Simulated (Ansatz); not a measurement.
Barrier of one jump, K in Si

Level of theory: Ansatz 0.2.0, DFT PBE, scalar-relativistic, plane waves, PAW. (420 eV cutoff, 2×2×2 k-mesh, Gaussian smearing of 0.02 eV, no spin polarisation)

Host crystal, relaxed:

```
Si
1.0
     0.00000    2.73505    2.73505
     2.73505    0.00000    2.73505
     2.73505    2.73505    0.00000
Si
2
Direct
  0.75000 0.75000 0.75000
  0.50000 0.50000 0.50000
```

In a supercell of 54 host sites with charge +1, interstitial K hops to an equivalent place, moving 2.37 Å between the relaxed ends. Climbing-image nudged elastic band at fixed cell with images 0 (start) to 6 (end), the path measured over all atoms, converged to 0.05 eV/Å; the order of the saddle wasn't checked, and the small cell leaves errors of about a tenth of an eV.

Supercell rows in host cell vectors: 0 3 0; 0 0 3; 3 0 0. K was set at (0.000, 0.000, 0.000) of the host cell.

At the relaxed start K has 4 Si at 2.57 Å, 6 Si at 2.83 Å.

Problem. How high is the barrier, and where does the atom pass?

Solution. 1.50 eV at image 3, where K has 6 Si at 2.56 Å.

Cost: 1 run of about 32 core-minutes, on Intel Xeon Platinum 8259CL (Skylake/Cascade Lake) (shared hosts).